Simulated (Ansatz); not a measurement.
AlN (zinc blende, F-43m), a = 4.4032 Å, b = 4.4032 Å, c = 4.4032 Å, α = 90.00°, β = 90.00°, γ = 90.00°; the cell used has 2 atoms.

This is the PBE-relaxed structure.

**Question.** All from the program Ansatz at the PBE level (PAW), unless another level is named. Predict the Poisson's ratio.

**Answer.** 0.24.

**Question.** Predict the highest zone-centre frequency (without LO–TO term).

**Answer.** 635 cm⁻¹.

Symmetry was held in the PBE relaxation; phonons on a q-mesh show no instability.

Potentials: the later of the program's two PAW sets.
